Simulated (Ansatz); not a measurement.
A relaxation computed with Ansatz, from input to last step.

```yaml
crystal:
  lattice:
    - [-2.1290425427, 2.1290425427, 6.9436603037]
    - [2.1290425427, -2.1290425427, 6.9436603037]
    - [2.1290425427, 2.1290425427, -6.9436603037]
  atoms:
    - { symbol: Na, position: [0.5, 0.0, 0.5] }
    - { symbol: Na, position: [0.0, 0.5, 0.5] }
    - { symbol: Na, position: [0.15331, 0.15331, 0.0] }
    - { symbol: Na, position: [0.84669, 0.84669, 0.0] }
    - { symbol: Li, position: [0.35377, 0.35377, 0.0] }
    - { symbol: Li, position: [0.64623, 0.64623, 0.0] }
    - { symbol: Hg, position: [0.0, 0.0, 0.0] }
basis:
  ecutwfc: 420
kpoints:
  mp_grid: { grid: [6, 6, 6] }
hamiltonian:
  xc: pbe
scf:
  occupations: { method: gaussian, width: 0.1 }
  lower_state_search: "off"
output:
  forces: true
  stress: true
  eigenvalues: true
relax:
  adjacent_minimum: "off"
  f_tol: 0.04
  max_steps: 70
  cell: { stress_tol: 0.4 }
```

```bash
ansatz run input.yaml --threads 1 --pin off --max-ram 2560MiB --backend cpu --events-out ev --progress --plain --runs-dir out
```

Method: DFT PBE, scalar-relativistic, plane waves, PAW (Ansatz).

Of 14 frames 10 are shown, positions in Å and forces in eV/Å; the SCF threshold varies from step to step. Steps run on the plane waves of an earlier cell, with a Pulay correction in the pressure. The basis is chosen afresh for the last frame, the zero of the energies, and at times for earlier ones too; energy and pressure step there, also at an unchanged geometry. Here that happened at step 10 (-63 meV/atom, 3.2 GPa); the frames before carry an error of that size.

```xyz
7
Lattice="-2.1290 2.1290 6.9437 2.1290 -2.1290 6.9437 2.1290 2.1290 -6.9437" Properties=species:S:1:pos:R:3:forces:R:3 pbc="T T T" step=1 free_energy_over_end_meV_per_atom=1550.08 pressure_GPa=41.85
Na    0.0000    2.1290    0.0000    0.0000    0.0000    0.0000
Na    2.1290    0.0000    0.0000    0.0000    0.0000    0.0000
Na    0.0000    0.0000    2.1291    0.0000    0.0000    6.8022
Na    0.0000    0.0000   11.7583    0.0000    0.0000   -6.8022
Li    0.0000    0.0000    4.9129    0.0000    0.0000   -0.2563
Li    0.0000    0.0000    8.9744    0.0000    0.0000    0.2563
Hg    0.0000    0.0000    0.0000    0.0000    0.0000    0.0000
7
Lattice="-2.2328 2.2328 7.1651 2.2328 -2.2328 7.1651 2.2328 2.2328 -7.1651" Properties=species:S:1:pos:R:3:forces:R:3 pbc="T T T" step=2 free_energy_over_end_meV_per_atom=867.15 pressure_GPa=24.18
Na    0.0000    2.2328    0.0000    0.0000    0.0000    0.0000
Na    2.2328    0.0000    0.0000    0.0000    0.0000    0.0000
Na    0.0000    0.0000    2.3412    0.0000    0.0000    3.1599
Na    0.0000    0.0000   11.9890    0.0000    0.0000   -3.1599
Li    0.0000    0.0000    5.0613    0.0000    0.0000    0.0811
Li    0.0000    0.0000    9.2689    0.0000    0.0000   -0.0811
Hg    0.0000    0.0000    0.0000    0.0000    0.0000    0.0000
7
Lattice="-2.4406 2.4406 7.6331 2.4406 -2.4406 7.6331 2.4406 2.4406 -7.6331" Properties=species:S:1:pos:R:3:forces:R:3 pbc="T T T" step=4 free_energy_over_end_meV_per_atom=268.71 pressure_GPa=7.36
Na    0.0000    2.4406    0.0000    0.0000    0.0000    0.0000
Na    2.4406    0.0000    0.0000    0.0000    0.0000    0.0000
Na    0.0000    0.0000    2.6660    0.0000    0.0000    0.7481
Na    0.0000    0.0000   12.6002    0.0000    0.0000   -0.7481
Li    0.0000    0.0000    5.4868    0.0000    0.0000    0.2541
Li    0.0000    0.0000    9.7794    0.0000    0.0000   -0.2541
Hg    0.0000    0.0000    0.0000    0.0000    0.0000    0.0000
7
Lattice="-2.5453 2.5453 7.8526 2.5453 -2.5453 7.8526 2.5453 2.5453 -7.8526" Properties=species:S:1:pos:R:3:forces:R:3 pbc="T T T" step=5 free_energy_over_end_meV_per_atom=157.92 pressure_GPa=2.14
Na    0.0000    2.5453    0.0000    0.0000    0.0000    0.0000
Na    2.5453    0.0000    0.0000    0.0000    0.0000    0.0000
Na    0.0000    0.0000    2.8188    0.0000    0.0000    0.2946
Na    0.0000    0.0000   12.8864    0.0000    0.0000   -0.2946
Li    0.0000    0.0000    5.7739    0.0000    0.0000    0.2021
Li    0.0000    0.0000    9.9313    0.0000    0.0000   -0.2021
Hg    0.0000    0.0000    0.0000    0.0000    0.0000    0.0000
7
Lattice="-2.6091 2.6091 7.7844 2.6091 -2.6091 7.7844 2.6091 2.6091 -7.7844" Properties=species:S:1:pos:R:3:forces:R:3 pbc="T T T" step=7 free_energy_over_end_meV_per_atom=132.95 pressure_GPa=-0.22
Na    0.0000    2.6091    0.0000    0.0000    0.0000    0.0000
Na    2.6091    0.0000    0.0000    0.0000    0.0000    0.0000
Na    0.0000    0.0000    2.9449    0.0000    0.0000    0.0494
Na    0.0000    0.0000   12.6239    0.0000    0.0000   -0.0494
Li    0.0000    0.0000    6.0163    0.0000    0.0000    0.0318
Li    0.0000    0.0000    9.5525    0.0000    0.0000   -0.0318
Hg    0.0000    0.0000    0.0000    0.0000    0.0000    0.0000
7
Lattice="-2.5975 2.5975 7.8086 2.5975 -2.5975 7.8086 2.5975 2.5975 -7.8086" Properties=species:S:1:pos:R:3:forces:R:3 pbc="T T T" step=8 free_energy_over_end_meV_per_atom=132.65 pressure_GPa=0.08
Na    0.0000    2.5975    0.0000    0.0000    0.0000    0.0000
Na    2.5975    0.0000    0.0000    0.0000    0.0000    0.0000
Na    0.0000    0.0000    2.9975    0.0000    0.0000   -0.0468
Na    0.0000    0.0000   12.6198    0.0000    0.0000    0.0468
Li    0.0000    0.0000    6.0551    0.0000    0.0000    0.0196
Li    0.0000    0.0000    9.5622    0.0000    0.0000   -0.0196
Hg    0.0000    0.0000    0.0000    0.0000    0.0000    0.0000
7
Lattice="-2.6035 2.6035 7.7814 2.6035 -2.6035 7.7814 2.6035 2.6035 -7.7814" Properties=species:S:1:pos:R:3:forces:R:3 pbc="T T T" step=10 free_energy_over_end_meV_per_atom=69.11 pressure_GPa=3.14
Na    0.0000    2.6035    0.0000    0.0000    0.0000    0.0000
Na    2.6035    0.0000    0.0000    0.0000    0.0000    0.0000
Na    0.0000    0.0000    2.9760    0.0000    0.0000   -0.0084
Na    0.0000    0.0000   12.5867    0.0000    0.0000    0.0084
Li    0.0000    0.0000    6.0488    0.0000    0.0000    0.0036
Li    0.0000    0.0000    9.5139    0.0000    0.0000   -0.0036
Hg    0.0000    0.0000    0.0000    0.0000    0.0000    0.0000
7
Lattice="-2.6678 2.6678 7.8511 2.6678 -2.6678 7.8511 2.6678 2.6678 -7.8511" Properties=species:S:1:pos:R:3:forces:R:3 pbc="T T T" step=11 free_energy_over_end_meV_per_atom=36.84 pressure_GPa=2.09
Na    0.0000    2.6678    0.0000    0.0000    0.0000    0.0000
Na    2.6678    0.0000    0.0000    0.0000    0.0000    0.0000
Na    0.0000    0.0000    2.9778    0.0000    0.0000    0.0336
Na    0.0000    0.0000   12.7245    0.0000    0.0000   -0.0336
Li    0.0000    0.0000    6.1536    0.0000    0.0000   -0.0206
Li    0.0000    0.0000    9.5487    0.0000    0.0000    0.0206
Hg    0.0000    0.0000    0.0000    0.0000    0.0000    0.0000
7
Lattice="-2.8432 2.8432 8.0366 2.8432 -2.8432 8.0366 2.8432 2.8432 -8.0366" Properties=species:S:1:pos:R:3:forces:R:3 pbc="T T T" step=13 free_energy_over_end_meV_per_atom=0.94 pressure_GPa=0.11
Na    0.0000    2.8432    0.0000    0.0000    0.0000    0.0000
Na    2.8432    0.0000    0.0000    0.0000    0.0000    0.0000
Na    0.0000    0.0000    3.0380    0.0000    0.0000   -0.0026
Na    0.0000    0.0000   13.0352    0.0000    0.0000    0.0026
Li    0.0000    0.0000    6.4023    0.0000    0.0000   -0.0102
Li    0.0000    0.0000    9.6710    0.0000    0.0000    0.0102
Hg    0.0000    0.0000    0.0000    0.0000    0.0000    0.0000
7
Lattice="-2.8432 2.8432 8.0366 2.8432 -2.8432 8.0366 2.8432 2.8432 -8.0366" Properties=species:S:1:pos:R:3:forces:R:3 pbc="T T T" step=14 free_energy_over_end_meV_per_atom=0.00 pressure_GPa=0.16
Na    0.0000    2.8432    0.0000    0.0000    0.0000    0.0000
Na    2.8432    0.0000    0.0000    0.0000    0.0000    0.0000
Na    0.0000    0.0000    3.0380    0.0000    0.0000   -0.0028
Na    0.0000    0.0000   13.0352    0.0000    0.0000    0.0028
Li    0.0000    0.0000    6.4023    0.0000    0.0000   -0.0101
Li    0.0000    0.0000    9.6710    0.0000    0.0000    0.0101
Hg    0.0000    0.0000    0.0000    0.0000    0.0000    0.0000
```

The start puts this composition into another compound's structure type, which needn't suit it. The cell swells from 18.0 to 37.1 Å³ an atom, so the end can be far from any stable crystal. At the end the space group is I4/mmm (tolerance 0.05 Å).

Time: 2.9 min on 1 thread of Arm Neoverse V1, with other jobs on the host, peak memory 0.57 GiB.

The k mesh is coarse. Spin–orbit coupling is left out, which can shift energies with elements as heavy as these.